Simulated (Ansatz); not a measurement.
### Question
Sc (diamond, Fd-3m) is relaxed with DFT-PBE in the program Ansatz with PAW potentials. What lattice parameters of the conventional cell result?

### Answer
a = 6.485 Å.

The start of the workflow was typed in or built on a structure type; neither database checked (COD, Materials Project) lists it. It is not the phase usual at ambient conditions (space group No. 194). The cell was relaxed with PBE under the symmetry of its start; its stability against distortions is not shown here. No spin polarisation was allowed.

Potentials: the later of the program's two PAW sets.
